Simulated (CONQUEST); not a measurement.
CONQUEST run on Rh (I4/mmm, 4 atoms in the cell; from Materials Project mp-74, changed as shown): self-consistent single point.

Level of theory: PBE, numerical atomic orbitals double-zeta with polarisation (the shipped basis), PseudoDojo norm-conserving potentials made for PBE (CONQUEST).

The change in words: lattice vector a scaled by 1.01. Reference geometry (Fm-3m):
```
CELL_PARAMETERS angstrom
      3.80597     0.00000     0.00000
      0.00000     3.80597     0.00000
      0.00000     0.00000     3.80597
ATOMIC_POSITIONS crystal
  Rh 0.00000 0.00000 0.00000
  Rh 0.00000 0.50000 0.50000
  Rh 0.50000 0.00000 0.50000
  Rh 0.50000 0.50000 0.00000
```

Reference input (self-consistent single point, DFT, PBE, numerical atomic orbitals double-zeta with polarisation (the shipped basis), PseudoDojo norm-conserving potentials made for PBE): basis = DZP; Diag.MPMeshX, Y, Z = 4 4 4; potentials = PseudoDojo norm-conserving PBE; Grid.GridCutoff = 175 Ha; DM.SolutionMethod = diagon; Diag.kT = 0.001837 Ha; Diag.GammaCentred = true; minE.SCTolerance = 1.0e-06; SC.MaxIters = 100; SC.LinearMixingFactor = 0.5; SC.KerkerPreCondition = true; SC.KerkerFactor = 0.3 1/bohr. This run's input differs from it in these lines:

```diff
@@ -32,3 +32,3 @@
 # file: Rh.in
-     7.192240939      0.000000000      0.000000000
+     7.264163915      0.000000000      0.000000000
      0.000000000      7.192240939      0.000000000
```

Output, abridged:

```
    new_SC_potl: Starting.  Tolerance:  0.10000E-05

    PulayMixSC: Starting Pulay mixing, A_up =  0.500 A_dn =  0.500
    PulayMixSC: Spin non-polarised calculation.
    PulayMixSC: with Kerker preconditioning, q0 =  0.300
          Harris-Foulkes Energy            :    -12766.897767166277845 eV
          GroundState Energy (E-(1/2)TS)   :    -12766.933731384277053 eV
          Free Energy (E-TS)               :    -12766.969695602278080 eV
          DFT Total Energy                 :    -12762.495292366538706 eV
          Total number of electrons        :        68.000000000003837
   [... lines left out ...]
          Total number of electrons        :        68.000063775114540
    PulayMixSC: Pulay iteration     8 residual:              0.14035E-05
          Harris-Foulkes Energy            :    -12765.013019580324908 eV
          GroundState Energy (E-(1/2)TS)   :    -12765.052268869929321 eV
          Free Energy (E-TS)               :    -12765.091518159531915 eV
          DFT Total Energy                 :    -12765.013019628397160 eV
          Total number of electrons        :        68.000064292707592
    PulayMixSC: Pulay iteration     9 residual:              0.74666E-06
    PulayMixSC: Reached SCF tolerance of  0.74666E-06 after      9 iterations
      | Number of electrons      =        68.000064
      |* band energy as 2Tr[K.H] =     -2266.669935990767954 eV
      |  screened ion-ion energy =    -10243.255203755043112 eV
      |  Ha correction           =        96.636492613019186 eV
      |  XC correction           =      -351.724479887101552 eV
      | GS Energy as E-(1/2)TS   =    -12765.052268869929321 eV
      | Free Energy as E-TS      =    -12765.091518159531915 eV
      |* Harris-Foulkes energy   =    -12765.013019580324908 eV
      |* DFT total energy        =    -12765.013019628397160 eV
      |  estimated accuracy      =         0.000000048072631 eV

    force: Forces on atoms (eV/a0)
    force:  Atom   X              Y              Z
   [... lines left out ...]
    force: Maximum force :        0.00000000(eV/a0) on atom         3 in z direction
   [... lines left out ...]
    force: Force Residual:        0.00000000 eV/a0
    force: Total stress:         -6.97776080     0.00000000     0.00000000 GPa
                             0.00000000    -8.37007058     0.00000000
                             0.00000000     0.00000000    -8.37007058
    force: Average pressure:      7.90596732 GPa

    force: Finished force
    get_E_and_F: Change in energy during last step of electronic optimisation: -0.15315E-06
```

The run converged in 9 iterations. CONQUEST prints the stress tensor with tension positive. Against the reference run the free energy falls by 7.4 meV/atom and the pressure goes from 10.73 to 7.91 GPa.

The program uses no crystal symmetry, so grid and mesh can part values that symmetry would make equal. The atom-centred basis is finite, which shifts total energies and pressures against plane waves. The structure comes from a collection of computed structures, made at another level of theory; the collection holds predicted forms beside known ones. No clean gap shows at this smearing width and mesh (spacing up to 0.41 Å⁻¹); the mesh is coarse for partly filled bands, so the values carry mesh errors.

Cost on one core: roughly 2.7 core-minutes.
